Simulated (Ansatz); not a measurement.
Mg in space group P6/mmm (No. 191; Mg on 1a, Mg on 2d) under volume change, PBEsol (plane waves, PAW; program Ansatz), shape and atoms relaxed at each volume.

```
V (Å³/atom)  E − E(relaxed) (meV/atom)  P (GPa)
-----------  -------------------------  -------
20.744                             [?]      [?]
21.428                            10.1     2.49
22.112                             2.4     1.15
22.795                             0.0     0.00
23.479                             2.2    -0.99
24.163                             [?]      [?]
24.847                            17.7    -2.58
```

Fill in the missing entries.


- 24.163, E − E(relaxed) (meV/atom): 8.3
- 24.163, P (GPa): -1.84
- 20.744, E − E(relaxed) (meV/atom): 23.9
- 20.744, P (GPa): 4.04

What does a third-order Birch–Murnaghan fit give for V₀, B₀ and B′?

V₀ = 22.80 Å³/atom, B₀ = 35.5 GPa, B′ = 4.0.

The cell is a constructed one: a structure type filled with these elements; the Crystallography Open Database copy checked does not list it. It is not the phase usual at ambient conditions (space group No. 194). Symmetry was held in the PBEsol relaxation. At this level the phase is dynamically unstable (imaginary phonons).

Potentials: the later of the program's two PAW sets.
